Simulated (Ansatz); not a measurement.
InPd:
```xyz
2
Lattice="3.3051 0.0000 0.0000 0.0000 3.3051 0.0000 0.0000 0.0000 3.3051" Properties=species:S:1:pos:R:3 pbc="T T T"
In     1.6526     1.6526     1.6526
Pd     0.0000     0.0000     0.0000
```

Relaxed with PBE. Special points in fractions of this cell's reciprocal vectors: Γ (0.000, 0.000, 0.000); X (0.000, 0.500, 0.000); M (0.500, 0.500, 0.000); R (0.500, 0.500, 0.500).

Q: List the band energies nearest the Fermi level at these points for plane-wave PAW PBE (Ansatz code).

A: In eV from the Fermi level; about four levels below and three above (degenerate sets whole), none deeper than 8.9 eV; points with the same levels are listed once.

```csv
k,below,above
Γ,-3.69 -3.69 -2.22 -2.22 -2.22,4.16 4.16 4.16
X,-3.15 -3.15 -2.28 -1.11,9.29 9.29 9.77
M,-2.61 -2.61 -2.21 -2.21 -1.67,1.30 2.37 9.25
R,-4.69 -4.69 -4.69 -1.63 -1.63 -0.21,3.75 3.75 3.75
```

Space group Pm-3m (CsCl type). Symmetry was held in the PBE relaxation. No spin polarisation was allowed. Scalar-relativistic: spin–orbit coupling is off unless named, which matters more the heavier the elements.

Potentials: the earlier of the program's two PAW sets.
